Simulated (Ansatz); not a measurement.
Where the states of HfRu lie

```xyz
2
Lattice="3.2250 0.0000 0.0000 0.0000 3.2250 0.0000 0.0000 0.0000 3.2250" Properties=species:S:1:pos:R:3 pbc="T T T"
Hf    0.0000    0.0000    0.0000
Ru    1.6125    1.6125    1.6125
```

The cell comes from COD entry 1523508, which wasn't checked; take it as a given geometry.

No spin–orbit coupling, which matters for the heavy atoms here.

The calculation used DFT, PBEsol, all-electron LAPW, scalar-relativistic (Ansatz 0.2.0).

Numerical set-up: a Γ-centred 11×11×11 k mesh, Fermi–Dirac smearing of 0.08 eV, basis error target 0.5 meV/atom, no spin polarisation.

States per eV and cell, averaged over 0.4 eV, from -7.8 to 5.2 eV, with energies (bin centres) from the Fermi level; empty bins are left out. The partial columns, the largest 3 alone, are projections on Löwdin-orthogonalised atomic shells (those that the program's projection atoms carry: the occupied ones and, for some elements, an empty d or f shell; other empty shells have no column), summed over atoms of an element. Weights on diffuse s and p shells depend on that basis and aren't pure angular character.

```tsv
E (eV)	total	Ru 4d	Hf 5d	Ru 5s
-7.7	0.03	0.00	0.00	0.01
-7.3	0.09	0.00	0.00	0.04
-6.9	0.14	0.00	0.00	0.06
-6.5	0.18	0.00	0.01	0.07
-6.1	0.24	0.01	0.01	0.09
-5.7	0.32	0.02	0.03	0.11
-5.3	0.48	0.08	0.07	0.13
-4.9	1.50	0.59	0.38	0.17
-4.5	2.16	1.01	0.63	0.16
-4.1	2.46	1.47	0.73	0.11
-3.7	2.55	1.48	0.79	0.17
-3.3	1.48	0.98	0.41	0.05
-2.9	4.76	3.56	1.08	0.04
-2.5	2.45	1.78	0.58	0.04
-2.1	3.51	2.64	0.59	0.15
-1.7	3.46	2.43	0.71	0.12
-1.3	2.64	1.68	0.62	0.08
-0.9	0.77	0.33	0.25	0.05
-0.5	0.48	0.20	0.14	0.03
-0.1	0.37	0.12	0.16	0.02
0.3	0.58	0.29	0.22	0.02
0.7	1.77	0.91	0.71	0.06
1.1	2.58	1.06	1.20	0.11
1.5	2.62	0.86	1.51	0.06
1.9	2.56	0.65	1.61	0.10
2.3	2.84	0.62	1.86	0.18
2.7	1.44	0.23	1.10	0.04
3.1	1.22	0.17	0.95	0.03
3.5	0.89	0.13	0.66	0.03
3.9	0.73	0.11	0.52	0.03
4.3	0.93	0.14	0.68	0.03
4.7	1.85	0.27	1.44	0.03
5.1	2.08	0.34	1.58	0.03
```

Task: Where is the centre of the filled Ru 4d states between -14 eV and the top of the filled states?

Result: -2.73 eV from the Fermi level.
